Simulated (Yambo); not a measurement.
## K$_{2}$NiF$_{6}$: sweep of GW parameters

G0W0@PBEsol for K₂NiF₆ (space group Fm-3m, No. 225) in Yambo. Reference settings: 2×2×2 Γ-centred k mesh, bands 5 to 200 and a 7 Ry block in the screening, 200 bands in G with the Bruneval-Gonze terminator, plasmon pole fitted at 27.2 eV. The PBEsol gap X → X on this mesh is 1.56 eV; G0W0 gaps are taken between the same points.

```json
[
 {"change from the reference": "reference settings", "G0W0 gap X → X (eV)": "5.19", "shift of the valence edge (eV)": "-1.53", "rough Yambo cost": "1"},
 {"change from the reference": "86 bands in W, 86 bands in G", "G0W0 gap X → X (eV)": "5.32", "shift of the valence edge (eV)": "-1.52", "rough Yambo cost": "about 1/5"},
 {"change from the reference": "134 bands in W, 134 bands in G", "G0W0 gap X → X (eV)": "5.22", "shift of the valence edge (eV)": "-1.51", "rough Yambo cost": "about 1/2"},
 {"change from the reference": "134 bands in G", "G0W0 gap X → X (eV)": "5.20", "shift of the valence edge (eV)": "-1.54", "rough Yambo cost": "–"},
 {"change from the reference": "86 bands in G", "G0W0 gap X → X (eV)": "5.21", "shift of the valence edge (eV)": "-1.56", "rough Yambo cost": "–"},
 {"change from the reference": "101 bands in W", "G0W0 gap X → X (eV)": "5.27", "shift of the valence edge (eV)": "-1.50", "rough Yambo cost": "within a factor of two"},
 {"change from the reference": "1 Ry block", "G0W0 gap X → X (eV)": "7.24", "shift of the valence edge (eV)": "-3.43", "rough Yambo cost": "within a factor of two"},
 {"change from the reference": "3 Ry block", "G0W0 gap X → X (eV)": "6.13", "shift of the valence edge (eV)": "-2.26", "rough Yambo cost": "within a factor of two"},
 {"change from the reference": "6 Ry block", "G0W0 gap X → X (eV)": "5.31", "shift of the valence edge (eV)": "-1.62", "rough Yambo cost": "within a factor of two"},
 {"change from the reference": "pole fitted at 15 eV", "G0W0 gap X → X (eV)": "5.05", "shift of the valence edge (eV)": "-1.46", "rough Yambo cost": "–"},
 {"change from the reference": "no random integration", "G0W0 gap X → X (eV)": "5.05", "shift of the valence edge (eV)": "-1.21", "rough Yambo cost": "–"},
 {"change from the reference": "86 bands in G, no terminator", "G0W0 gap X → X (eV)": "5.26", "shift of the valence edge (eV)": "-1.07", "rough Yambo cost": "–"},
 {"change from the reference": "no terminator", "G0W0 gap X → X (eV)": "5.21", "shift of the valence edge (eV)": "-1.30", "rough Yambo cost": "–"},
 {"change from the reference": "134 bands in G, no terminator", "G0W0 gap X → X (eV)": "5.24", "shift of the valence edge (eV)": "-1.21", "rough Yambo cost": "–"}
]
```

The reference isn't shown to be the converged limit. Costs are rough (shared machines), scaled to the same edge states, and given only for runs that recompute the screening.

The 3d shell has no Hubbard U; the runs are without spin polarisation, and magnetic order was not tried.

Geometry of the Materials Project entry, not relaxed at this level; primitive cell a = 5.659 Å, b = 5.659 Å, c = 5.659 Å, α = 60.00°, β = 60.00°, γ = 60.00°.

The structure is a Materials Project entry; no match was found in the copy of COD used, and its stability was not checked.

A shift is the quasiparticle energy of the state minus its PBEsol energy.
